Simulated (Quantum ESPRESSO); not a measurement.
pw.x input (Quantum ESPRESSO 7.5; PBEsol, PseudoDojo standard norm-conserving files, scalar-relativistic):

```
&CONTROL
  calculation = 'scf'
  pseudo_dir = './pseudo'
  outdir = './out'
  tprnfor = .true.
  tstress = .true.
/
&SYSTEM
  ibrav = 0
  nat = 12
  ntyp = 4
  ecutwfc = 84.0
  ecutrho = 336.0
  occupations = 'smearing'
  smearing = 'fd'
  degauss = 0.002
  nbnd = 57
/
&ELECTRONS
  conv_thr = 1.2e-09
/
ATOMIC_SPECIES
O 15.9990 O.upf
Sc 44.9559 Sc.upf
Rb 85.4678 Rb.upf
Mo 95.9500 Mo.upf
CELL_PARAMETERS angstrom
  5.905980124000   0.000000000000   0.000000000000
 -2.952990062000   5.114728821000   0.000000000000
  0.000000000000   0.000000000000   7.803960000000
ATOMIC_POSITIONS crystal
O   0.165010000000   0.834990000000   0.337860000000
O   0.834990000000   0.165010000000   0.662140000000
O   0.165010000000   0.330020000000   0.337860000000
O   0.834990000000   0.669980000000   0.662140000000
O   0.669980000000   0.834990000000   0.337860000000
O   0.330020000000   0.165010000000   0.662140000000
O   0.333333333000   0.666666667000   0.042030000000
O   0.666666667000   0.333333333000   0.957970000000
Sc   0.000000000000   0.000000000000   0.500000000000
Rb   0.000000000000   0.000000000000   0.000000000000
Mo   0.333333333000   0.666666667000   0.266030000000
Mo   0.666666667000   0.333333333000   0.733970000000
K_POINTS automatic
6 6 4 0 0 0
```

End of the output:

```

[...]
     the Fermi energy is     4.3613 ev
!    total energy              =    -696.43061837 Ry
     estimated scf accuracy    <          1.0E-10 Ry
     smearing contrib. (-TS)   =       0.00000000 Ry
     internal energy E=F+TS    =    -696.43061837 Ry
     The total energy is F=E-TS. E is the sum of the following terms:
     one-electron contribution =    -461.15757687 Ry
     hartree contribution      =     259.84739565 Ry
     xc contribution           =    -136.03320674 Ry
     ewald contribution        =    -359.08723040 Ry
     convergence has been achieved in  14 iterations
     Forces acting on atoms (cartesian axes, Ry/au):
     atom    1 type  1   force =     0.02917296   -0.01684302   -0.00767677
     atom    2 type  1   force =    -0.02917296    0.01684302    0.00767677
     atom    3 type  1   force =    -0.00000000    0.03368603   -0.00767677
     atom    4 type  1   force =     0.00000000   -0.03368603    0.00767677
     atom    5 type  1   force =    -0.02917296   -0.01684302   -0.00767677
     atom    6 type  1   force =     0.02917296    0.01684302    0.00767677
     atom    7 type  1   force =     0.00000000   -0.00000000    0.05052315
     atom    8 type  1   force =    -0.00000000    0.00000000   -0.05052315
     atom    9 type  2   force =     0.00000000    0.00000000    0.00000000
     atom   10 type  3   force =     0.00000000    0.00000000    0.00000000
     atom   11 type  4   force =     0.00000000    0.00000000   -0.00768581
     atom   12 type  4   force =    -0.00000000   -0.00000000    0.00768581
     Total force =     0.111290     Total SCF correction =     0.000028
     Computing stress (Cartesian axis) and pressure
          total   stress  (Ry/bohr**3)                   (kbar)     P=      -55.68
  -0.00037764   0.00000000   0.00000000          -55.55        0.00        0.00
   0.00000000  -0.00037764   0.00000000            0.00      -55.55        0.00
   0.00000000   0.00000000  -0.00038033            0.00        0.00      -55.95
```
In a gapped system the printed Fermi energy is only some level inside the gap.

Spin-orbit coupling is not included.

Geometry of the Materials Project entry, not relaxed at this level.
